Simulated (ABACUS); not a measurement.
## One base run on a (001) slab of In3GaN4 (cut from a parent of space group no. 156; 8 atoms in the cell) and variants with one or two settings moved

```
GaIn3N4
1.0
    3.49288     0.00000     0.00000
   -1.74644     3.02492     0.00000
    0.00000     0.00000    24.79050
In Ga N
3 1 4
Direct
  0.00000   0.00000   0.48995
  0.33333   0.66667   0.60848
  0.33333   0.66667   0.37127
  0.00000   0.00000   0.71763
  0.00000   0.00000   0.63885
  0.00000   0.00000   0.40223
  0.33333   0.66667   0.28237
  0.33333   0.66667   0.52050
```

Base run A: PBEsol, numerical atomic orbitals DZP (confined pseudo-atomic orbitals; energy shift 0.01 Ry), PseudoDojo 0.4 standard norm-conserving PBEsol (tails mended) pseudopotentials in ABACUS, self-consistent single point.

Its settings: basis = DZP numerical atomic orbitals, energy shift 0.01 Ry; KPT = Gamma 14 14 1 0 0 0; basis_type = lcao; ecutwfc = 100 Ry; smearing_method = mp; smearing_sigma = 0.00734986 Ry; potentials = PseudoDojo 0.4 standard norm-conserving PBEsol (tails mended); symmetry = 1; symmetry_prec = 1e-05; ks_solver = scalapack_gvx; scf_nmax = 100; scf_thr = 1.0e-07; mixing_type = broyden.

The atom-centred basis is finite, which shifts total energies against plane waves. No dipole correction was used; where the two faces of such a cut differ, images can couple through a dipole. Forces and stress are left out: the polarisation orbitals used for some of these elements are too diffuse to give them reliably, and gaps can carry the same lack. The bare cut can leave dangling bonds, and the run has no spin polarisation, so a lower magnetic or reconstructed surface may exist.

ΔF is the free energy per atom less that of run A. 

```csv
run,change,ΔF (meV/atom),k-points,rough cost (cheapest run = 1)
A,base,0.00,24,3
B,symmetry: 1 → -1; symmetry_prec: 1e-05 → default,0.00,196,4
C,KPT: Gamma 14 14 1 0 0 0 → MP 10 10 1 0 0 0,-0.34,30,3
D,ecutwfc: 100 Ry → 40 Ry,-8.4,24,1
E,scf_nmax: 100 → 200; mixing_gg0: default → 2.5,0.00,24,3
F,scf_thr: 1.0e-07 → 1.0e-04,0.00,24,2
```

Run D against A: The free energy falls by 8.4 meV/atom.

Run B against A: The free energy stays essentially unchanged (within 1 meV/atom).

Run C against A: The free energy is nearly the same (within 1 meV/atom).

The atomic orbitals were generated for these runs; they are not ABACUS's published sets and were checked against plane waves on a few crystals only.

“Tails mended”: in these copies of the files the far tail of each local potential was reset to the Coulomb form.
